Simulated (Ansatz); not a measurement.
BaCSNCl:
```xyz
10
Lattice="5.8113 0.0000 0.0000 0.0000 4.5744 0.0000 -1.3464 0.0000 8.4745" Properties=species:S:1:pos:R:3 pbc="T T T"
Ba     3.6453     3.4308     5.9210
Ba     0.8197     1.1436     2.5535
C      1.1438     1.1436     7.1710
C      3.3212     3.4308     1.3035
S      4.8945     3.4308     0.8714
S     -0.4295     1.1436     7.6031
N      2.2866     1.1436     6.8623
N      2.1784     3.4308     1.6122
Cl     3.7426     1.1436     3.8014
Cl     0.7224     3.4308     4.6731
```

x, y and z are the axes in which the lattice vectors are written.

Problem. Give the high-frequency dielectric tensor and the Born effective charge tensors of the independent atoms from DFPT, PBEsol (plane waves, PAW; program Ansatz).

Solution. 
ε∞:
```
 4.37   0.00  -0.36
 0.00   3.15   0.00
-0.36   0.00   3.24
```
Z* of atom 1 (Ba), rows: field, columns: displacement, in e:
```
 2.95   0.00  -0.21
 0.00   2.78   0.00
-0.10   0.00   2.56
```
Z* of atom 3 (C), rows: field, columns: displacement, in e:
```
 2.93   0.00  -0.79
 0.00  -0.25   0.00
-0.84   0.00   0.09
```
Z* of atom 5 (S), rows: field, columns: displacement, in e:
```
-1.63   0.00   0.14
 0.00  -0.38   0.00
 0.25   0.00  -0.63
```
Z* of atom 7 (N), rows: field, columns: displacement, in e:
```
-2.79   0.00   0.70
 0.00  -0.96   0.00
 0.65   0.00  -0.77
```
Z* of atom 9 (Cl), rows: field, columns: displacement, in e:
```
-1.46   0.00   0.16
 0.00  -1.19   0.00
 0.04   0.00  -1.24
```

Space group P2_1/m. The first step of the workflow began from a Materials Project structure, measured or hypothetical; the Crystallography Open Database files this formula in space group No. 11, but the cells were not matched. Whether it is the stable phase at ambient conditions was not checked. The PBEsol relaxation kept the symmetry of its start; whether a distortion lowers the energy is not shown. Scalar-relativistic: spin–orbit coupling is off unless named, which matters more the heavier the elements.

Potentials: the later of the program's two PAW sets.
